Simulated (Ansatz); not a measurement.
Input file for Ansatz (a first-principles code):

Ansatz 0.2 input:
```yaml
crystal:
  lattice:
    - [0.0, 1.9224011291, 1.9224011291]
    - [1.9224011291, 0.0, 1.9224011291]
    - [1.9224011291, 1.9224011291, 0.0]
  atoms:
    - { symbol: Ir, position: [0.0, 0.0, 0.0] }
kpoints:
  mp_grid: { grid: [18, 18, 18] }
hamiltonian:
  xc: r2scan
  pseudopotentials: { azcp: { folder: ./paw }, kind: paw }
scf:
  occupations: { method: gaussian, width: 0.1 }
checkpoint: { read: metal.run }
output: { bader: true, populations: true }
```

Output (shortened):

```
Pseudopotential: Ir, paw, valence charge 17
Functional definition: r2SCAN
Crystal: 1 atoms, lattice volume = 14.209 Å³
Basis set: ecut = 500 eV, 339 PW (Γ), exchange–correlation on 80×80×80 points (64 copies of the dense FFT grid, shifted against one another)
Bands: 17, of which v1, the nominal top of the filled ones, is band 9 counted from 1 (8 counted from 0)
Symmetry: 48 space group operations
Space group: Fm-3m (ITA 225), of the structure as read, at distance tolerance 2.4e-5 Å
k-points: 195 of 5832
Stability of the state it starts from, as read at its close in the unpolarized treatment …
iter 1 solved again at ethr=3.15e-7 eV; its pass at ethr=3.10e-3 eV (dr2=5.36e-5 eV) is discarded
SCF iter   1: F=—  HF=-11950.047619 eV  |F-HF|=—  |Δ(HF+E_count)|=         —  Δρ=1.16e-6  dr2=5.50e-11  dr2_τ=3.42e-11  ethr=3.15e-7  ⟨swp⟩=2.7  Hψ=25268  notcnv=0
preconditioner: auto → none
SCF iter   2: F=-11950.047619 eV  HF=-11950.047619 eV  |F-HF|=1.27e-11  |Δ(HF+E_count)|=   9.96e-9  Δρ=7.67e-7  dr2=3.96e-11  dr2_τ=4.60e-11  ethr=1.00e-12  ⟨swp⟩=5.9  Hψ=11909  notcnv=0
SCF 1 converged in 2 iterations: F = -11950.047619 eV  dr2 = 3.96e-11
SCF converged after 2 iterations
Free energy (F): -11950.047619 eV
Harris-Foulkes:  -11950.047619 eV  (|F-HF|=1.27e-11)
Internal energy: -11950.042694 eV  (E = F + TS)
E sigma→0 (E₀):  -11950.045156 eV
Entropy (-TS):   -0.004925 eV (-4.925 meV/atom)
Fermi energy:    25.460849 eV
--- Per-component energies (eV) ---
  E_band       = -103.140392
  E_kinetic    = 540.359762
  E_local      = -1105.398540  (includes V_loc(G=0)·N_el)
  E_nonlocal   = 191.554451
  E_hartree    = 414.190871
  E_xc         = -217.038733
  E_vxc        = -281.599725  (∫ρ·V_xc dr)
  E_paw        = -9292.135770  (= ΣΔE_a)
  E_vpaw       = -293.982300  (= ΣTr[D̂ρ^β])
  E_aug_tail   = 0.000246  (compensation charges beyond the density's cutoff)
  E_vtau       = 17.543757  (kinetic-family band-sum trace: ∫τ·v_τ [+ j·A + Jᵃ·Aᵃ] dr)
  E_ewald      = -2481.257939
  E_core_change = -0.317041  (= ΣΔE_core)
  E_smearing   = -0.004925  (= −TS)
  E_closure    = 0.000000  (closes the sum)
  Σ components = -11950.047619   (vs F -11950.047619, Δ=0.00e0)
  [band-id]    e_kinetic+e_local+e_nonlocal+2·e_hartree+e_vxc+e_vpaw+e_augmentation_tail+e_vtau = -103.140607   (vs E_band -103.140392, Δ=-2.15e-4)
--- Band table (eV; the first three rows and the last of 195) ---
  k-point 0: bands = ["-69.5591", "-25.3359", "-25.3359", "-25.3359", "13.9499", "21.4394", "21.4394", "21.4394", "24.1357", "24.1357", "39.6978", "45.4573", "45.4573", "45.4573", "51.5223", "60.4375", "60.4375"]
  k-point 1: bands = ["-69.5569", "-25.3622", "-25.3395", "-25.3395", "14.0940", "21.3616", "21.5014", "21.5014", "24.0954", "24.0954", "39.9453", "44.8138", "45.6938", "45.6938", "52.3148", "58.8027", "59.6540"]
  k-point 2: bands = ["-69.5505", "-25.4376", "-25.3498", "-25.3498", "14.5110", "21.1623", "21.6630", "21.6630", "24.0082", "24.0082", "40.6258", "43.4660", "46.3839", "46.3839", "53.6951", "56.5797", "57.7613"]
  k-point 194: bands = ["-69.4615", "-25.9310", "-25.8476", "-25.6540", "18.8928", "19.8748", "20.9697", "23.6356", "26.9949", "34.0433", "34.1175", "35.4721", "39.2901", "50.8567", "51.6151", "54.2567", "60.1557"]
--- Löwdin populations: 1 site ---
  site symbol       q [e]
     0     Ir     16.8064
  spilling = 0.011390 (of n_electrons = 17.000000)
--- Bader charges: 1 site ---
  site symbol  charge [e]  shift [e]
     0     Ir      0.0000     0.0000
  shift: an alarm, by how much a part of what the PAW files miss would move the charge. Where it is large, compare
  with a run on PAW files of another source; a small one proves nothing
  estimated error of the sums over rays = 5.6e-7 e
```

Cost: around 12 core-seconds (rough) on shared cores.

Symmetry was held in the r²SCAN relaxation. No spin polarisation was allowed. Spin–orbit coupling is left out wherever it is not named.

Potentials: the earlier of the program's two PAW sets.

Ansatz is a plane-wave DFT program.
